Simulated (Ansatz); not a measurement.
One crystal and one scan (energy against volume) at two levels, PBE (plane waves to 420 eV, PAW, scalar-relativistic; Ansatz, an electronic-structure program) and r2SCAN (plane waves to 500 eV, PAW, scalar-relativistic; Ansatz), each from its own relaxed cell and on its own mesh. The cell shown is that of PBE.

BaTiO3 (tetragonal-perovskite type, space group P4mm)

```xyz
5
Lattice="3.9855 0.0000 0.0000 0.0000 3.9855 0.0000 0.0000 0.0000 4.2013" Properties=species:S:1:pos:R:3 pbc="T T T"
Ti     1.9927     1.9927     1.9228
Ba     0.0000     0.0000     3.9511
O      1.9927     1.9927     3.7349
O      1.9927     0.0000     1.7202
O      0.0000     1.9927     1.7202
```

The volume is varied about the relaxed value V₀ at fixed cell shape. The atoms relax within the cell's symmetry.

E stands for the smeared free energy. BaTiO3 is run without spin polarisation. BaTiO3 was relaxed with its symmetry unable to fall. With the shape held, the modulus is that of even scaling; a crystal free to change shape is softer. Percentages come from the unrounded values. Both scans cover V/V₀ from 0.900 to 1.100.

Results of PBE:

```
Property                                                                     Value
---------------------------------------------------------------------------  -----
Lattice constant a (Å)                                                       3.985
Lattice constant c (Å)                                                       4.201
Relaxed volume (Å³/atom)                                                     13.35
Pressure at the smallest volume (GPa)                                         17.4
Energy cost of the largest compression (meV/atom)                             64.9
Energy cost of the largest expansion (meV/atom)                               42.6
Bulk modulus at fixed cell shape B₀ (third-order Birch-Murnaghan fit) (GPa)  124.9
Pressure for 5 % compression (fit) (GPa)                                       7.3
```

### Question
Estimate the r2SCAN values.

### Answer
```json
[
 {"quantity": "Lattice constant a (Å)", "r2SCAN": "3.972", "PBE − r2SCAN": "+0.013 (+0.3 %)"},
 {"quantity": "Lattice constant c (Å)", "r2SCAN": "4.113", "PBE − r2SCAN": "+0.088 (+2.1 %)"},
 {"quantity": "Relaxed volume (Å³/atom)", "r2SCAN": "12.98", "PBE − r2SCAN": "+0.37 (+2.8 %)"},
 {"quantity": "Pressure at the smallest volume (GPa)", "r2SCAN": "20.1", "PBE − r2SCAN": "-2.7 (-13 %)"},
 {"quantity": "Energy cost of the largest compression (meV/atom)", "r2SCAN": "72.8", "PBE − r2SCAN": "-7.9 (-11 %)"},
 {"quantity": "Energy cost of the largest expansion (meV/atom)", "r2SCAN": "48.0", "PBE − r2SCAN": "-5.4 (-11 %)"},
 {"quantity": "Bulk modulus at fixed cell shape B₀ (third-order Birch-Murnaghan fit) (GPa)", "r2SCAN": "144.4", "PBE − r2SCAN": "-19.5 (-13 %)"},
 {"quantity": "Pressure for 5 % compression (fit) (GPa)", "r2SCAN": "8.5", "PBE − r2SCAN": "-1.2 (-13 %)"}
]
```

PBE gives the higher value for: lattice constant a; lattice constant c; relaxed volume. PBE gives the lower value for: pressure at the smallest volume; energy cost of the largest compression; energy cost of the largest expansion; bulk modulus at fixed cell shape B₀; pressure for 5 % compression. Neither level is exact: the differences show how much the result hangs on the functional.

(Under strain, the slope of the energy per volume gives the stress and its curvature an elastic modulus.)
